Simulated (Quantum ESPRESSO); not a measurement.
```cif
data_H2Rb2S2
_chemical_formula_sum 'H2 S2 Rb2'
_space_group_name_H-M_alt 'P 1'
_space_group_IT_number 1
_cell_length_a 4.58461
_cell_length_b 5.14523
_cell_length_c 6.89986
_cell_angle_alpha 90.000
_cell_angle_beta 101.589
_cell_angle_gamma 90.000
loop_
_space_group_symop_operation_xyz
  'x, y, z'
loop_
_atom_site_label
_atom_site_type_symbol
_atom_site_fract_x
_atom_site_fract_y
_atom_site_fract_z
_atom_site_occupancy
H1 H 0.52106 0.25000 0.39446 1
H2 H 0.47894 0.75000 0.60554 1
S1 S 0.26511 0.25000 0.25989 1
S2 S 0.73489 0.75000 0.74011 1
Rb1 Rb 0.23093 0.25000 0.76158 1
Rb2 Rb 0.76907 0.75000 0.23842 1
```

The geometry is that of Materials Project entry mp-696804, symmetrised and not relaxed again.

What does PBEsol (pw.x of Quantum ESPRESSO, ONCV potentials, no spin-orbit coupling) give for the electronic structure near the Fermi level?

The PBEsol gap is direct, 3.00 eV at Γ. 

The structure is a Materials Project entry; no match was found in the copy of COD used, and its stability was not checked.
